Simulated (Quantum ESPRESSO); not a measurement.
# Computed records: Hf₃AlO₇F (made-up cell)

Calculation on a made-up crystal cell, not a measurement: periodic Kohn-Sham density functional theory in plane waves with PseudoDojo standard norm-conserving scalar-relativistic pseudopotentials, each functional with its own files (v0.5 for PBE, v0.4.1 for LDA and PBEsol), no spin polarisation, no spin-orbit coupling, atoms not relaxed, stress positive in tension, energies less a fixed whole-eV offset for each atom's element; levels are Kohn-Sham levels at fractions of this cell's reciprocal vectors, counted from the reference band (half the neutral cell's valence electrons, rounded up) at Gamma; error bars cover cutoff and k-mesh only, not smearing or the files; each bar is the largest change over components, and at least 0.002 eV, 0.002 eV per angstrom or 0.02 GPa; added strain carries the atoms with the cell, and shear is the tensor component; no dispersion term; energies are for the whole cell, and the offsets were chosen from early runs and are not element reference energies; machines and their load varied, so run times do not measure scaling. Program: Quantum ESPRESSO 7.5.

```xyz
12
Lattice="4.8037 0.0156 -0.0511 0.0156 4.8090 0.0117 -0.0676 0.0155 6.5600" Properties=species:S:1:pos:R:3 formula=Hf3AlO7F lattice_type=rutile,doubled_along_c functional=pbe cutoff=1143 fermi_dirac_smearing=0.025 scf_tolerance=1e-07 electrons_removed=0 run_command=mpirun_-np_4_pw.x_-nk_4_-in_in run_processor=Intel_Xeon,older,virtual_cores k_mesh=5_x_5_x_4,shifted_by_half_a_step free_energy_less_offsets=0.1811 scf_iterations=14 smearing_term_minus_ts=0 pressure=-6.318 stress_xx=2.835 stress_yy=2.694 stress_zz=13.43 stress_yz=-0.2242 stress_xz=-2.035 stress_xy=6.683 reference_band=44 error_bar_energy=0.003309 error_bar_stress=0.02939 error_bar_force=0.002 error_bar_next_band_up=0.002 error_bars_from=tighter_rerun_of_this_cell wall_time_of_scf_and_band_steps_on_a_shared_machine=277.6
Hf     0.0207     0.0400    -0.0039
Hf     2.4671     2.3123     1.5864
Al     0.0801    -0.0902     3.3329
Hf     2.2765     2.5026     4.8449
O      1.4530     1.4993     0.0010
O      3.6050     3.3490     0.0139
F      3.8670     0.9250     1.6757
O      0.9840     3.8033     1.6538
O      1.4292     1.4499     3.2362
O      3.3243     3.3746     3.2499
O      3.7250     1.0188     4.9976
O      0.8851     3.9186     4.9093
```

Units: cutoff, fermi_dirac_smearing, scf_tolerance, free_energy_less_offsets, smearing_term_minus_ts, error_bar_energy, error_bar_next_band_up in eV; pressure, stress_xx, stress_yy, stress_zz, stress_yz, stress_xz, stress_xy, error_bar_stress in GPa; error_bar_force in eV/Å; wall_time_of_scf_and_band_steps_on_a_shared_machine in s.

Atoms:
```csv
atoms element,atom site,atom energy offset (eV)
Hf,1,-1535
Hf,2,-1535
Al,3,-64
Hf,4,-1535
O,5,-452
O,6,-452
F,7,-677
O,8,-452
O,9,-452
O,10,-452
O,11,-452
O,12,-452
```

Forces:
```csv
site,x (eV/Å),y (eV/Å),z (eV/Å)
1,0.8779,-0.9999,-2.146
2,-2.861,4.029,1.115
3,0.6471,-0.9683,0.7509
4,1.75,-1.057,-0.7733
5,0.9499,0.5938,0.2734
6,-2.696,-1.695,0.4859
7,1.474,-1.453,0.7297
8,-0.4242,1.188,0.7643
9,-0.6675,-0.7998,-0.1595
10,0.9628,0.6091,-0.2512
11,0.9002,-0.7872,-0.3997
12,-0.9141,1.34,-0.3893
```

Levels:
```csv
level k point,next band up (eV)
Gamma,3.039
"(1/2,1/2,1/2)",4.354
"(0.15,0,0)",3.217
"(0,0.15,0)",3.221
"(0,0,0.15)",3.185
```

Notes: the hafnium pseudopotential is less sure than the others, with forces about 3 percent (worst 6) and pressure in oxides about 1.5 GPa (worst 2.7) from a second method in checks, which the error bars do not cover.
